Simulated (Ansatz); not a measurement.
The calculation used DFT PBE, scalar-relativistic, plane waves, PAW in Ansatz 0.2.0. Settings: cutoff 420 eV, Γ-centred meshes spaced at most about 0.3 Å⁻¹, and about 0.25 Å⁻¹ or finer for metals (2π included), Gaussian smearing. Collinear spin in cells that started with moments and kept them past the coarse steps, no spin elsewhere.

All energies are static (0 K, no zero-point motion).

Two forms of EuMoN2 were relaxed alike.

A. (site moments Eu 6.3; N -0.5 (×2) μB)

```xyz
4
Lattice="1.7561 -2.7742 0.0000 1.7561 2.7742 0.0000 0.0000 0.0000 8.1195" Properties=species:S:1:pos:R:3 pbc="T T T"
Eu    1.7561    0.0000    4.0598
Mo    1.7561    0.0000    0.0000
N     1.7561    0.0000    1.8462
N     1.7561    0.0000    6.2733
```

B. (site moments Eu 6.3; N -0.5 (×2) μB)

```xyz
4
Lattice="3.3513 0.0000 0.0000 -1.6757 2.9024 0.0000 0.0000 0.0000 8.1073" Properties=species:S:1:pos:R:3 pbc="T T T"
Eu    0.0000    0.0000    4.0536
Mo    0.0000    0.0000    0.0000
N     0.0000    0.0000    1.8464
N     0.0000    0.0000    6.2609
```

**Question.** Which form is favoured at zero pressure, and by what margin per atom?

**Answer.** They are level within the accuracy (1 meV/atom apart, with A the lower in these runs). A has space group Cmmm (No. 65), 19.8 Å³/atom and no gap on its mesh; B has space group P6/mmm (No. 191), 19.7 Å³/atom and no gap. Even the lower one lies +1.07 eV/atom against the reference forms of the elements (uncorrected), so neither is stable at this level. In A, Eu has 2 N at 2.21 Å; around Mo lie 2 N at 1.85 Å; N is surrounded by 1 Mo at 1.85 Å and 1 Eu at 2.21 Å. In B, around Eu lie 2 N at 2.21 Å; Mo has 2 N at 1.85 Å; N is surrounded by 1 Mo at 1.85 Å and 1 Eu at 2.21 Å. Both come from invented guesses. A third cell relaxed alike, in P-3m1, lies 1.54 eV/atom below the lower of the two.

The k mesh leaves some 4 meV/atom of noise in the energy of each metallic cell. The 4f shell of Eu is treated without a Hubbard U, which places its levels poorly. The magnetic state reached may not be the lowest. Cells relaxed within their symmetry can be saddle points. Some candidate types were left out of the draw beforehand, so a known form may be missing.
